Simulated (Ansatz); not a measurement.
Relaxed-ion elastic tensor of CaO (rock salt, Fm-3m) in GPa (Voigt order), r²SCAN (plane waves, PAW; program Ansatz); density 3.38 g/cm³, 13.78 Å³ per atom.

```
 232  59.6  59.6   0.0   0.0   0.0
59.6   232  59.6   0.0   0.0   0.0
59.6  59.6   232   0.0   0.0   0.0
 0.0   0.0   0.0  79.4   0.0   0.0
 0.0   0.0   0.0   0.0  79.4   0.0
 0.0   0.0   0.0   0.0   0.0  79.4
```

**Question.** Is the crystal mechanically stable?

**Answer.** Yes: the smallest eigenvalue of C is 79.4 GPa.

**Question.** Work out the Voigt, Reuss and Hill averages.

**Answer.** K_V = 117, K_R = 117, K_H = 117; G_V = 82.1, G_R = 81.9, G_H = 82.0 GPa.

**Question.** Give Young's modulus, Poisson's ratio, Pugh's ratio and the universal anisotropy index.

**Answer.** E = 9KG/(3K + G) = 199 GPa; ν = 0.22; K/G = 1.43 (brittle by the Pugh limit of 1.75); A_U = 5G_V/G_R + K_V/K_R − 6 = 0.01.

**Question.** Estimate the sound speeds and the Debye temperature.

**Answer.** v_l = √((K + 4G/3)/ρ) = 8180 m/s, v_t = √(G/ρ) = 4930 m/s, mean 5450 m/s; Θ = (h/k)(3n/4πV)^(1/3) v_m = 677 K.

**Question.** Give the Zener ratio and Young's modulus along [100], [110] and [111].

**Answer.** A = 2C44/(C11 − C12) = 0.92; 1/E = S11 − 2(S11 − S12 − S44/2)Γ with Γ = 0, 1/4, 1/3 gives 207, 197, 194 GPa.

The r²SCAN relaxation kept the symmetry of its start; phonons on a q-mesh show no instability.

Potentials: the later of the program's two PAW sets.
